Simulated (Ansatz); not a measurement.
Starting cell, CuAu (CuAu type, space group P4/mmm):

```
CELL_PARAMETERS angstrom
      2.88152     0.00000     0.00000
      0.00000     2.88152     0.00000
      0.00000     0.00000     7.22951
ATOMIC_POSITIONS crystal
  Cu 0.50000 0.50000 0.25000
  Cu 0.50000 0.50000 0.75000
  Au 0.00000 0.00000 0.00000
  Au 0.00000 0.00000 0.50000
```

A phonon eigenvector at Z = (0.0, 0.0, 0.5) is frozen into this cell: atom i moves by Q times the vector below, so Q is the largest atomic displacement, in Å. The cell is held. It is one choice among 2 degenerate patterns. (q is in reciprocal vectors of the primitive cell; the cell shown is doubled to hold the pattern.)

| atom | x | y | z |
|---|---|---|---|
| Cu1 | 0.000 | -1.000 | 0.000 |
| Cu2 | 0.000 | 1.000 | 0.000 |

Atoms not listed stay in place.

These are PBE (plane waves to 420 eV, PAW, scalar-relativistic; Ansatz, a quantum-chemistry and plane-wave program) values and carry that method's errors. k mesh 16×16×7 (Γ-centred), Fermi-Dirac smearing 0.05 eV. With partly filled bands, energies and forces of such displacements shift with the k mesh and the smearing. CuAu is run without spin polarisation. CuAu was relaxed with its symmetry unable to fall. Spin-orbit coupling is left out, though Au is heavy. 

```tsv
Q (Å)	−dE/dQ from forces (eV/Å)
-0.180	1.253
-0.150	1.048
-0.120	0.841
-0.090	0.632
-0.060	0.422
-0.030	0.211
0.000	0.000
0.030	-0.211
0.060	-0.422
0.090	-0.632
0.120	-0.841
0.150	-1.048
0.180	-1.253
```

Problem. What harmonic wavenumber does the curvature at Q = 0 give?

Solution. 123 cm⁻¹. E″ = 7.05 eV/Å², M = Σ mᵢ|uᵢ|² = 127.1 u, ν̃ = 521.5·√(|E″|/M).

(For displaced atoms, the force is minus the slope of the energy, and its curvature is a force constant, which sets phonon frequencies.)
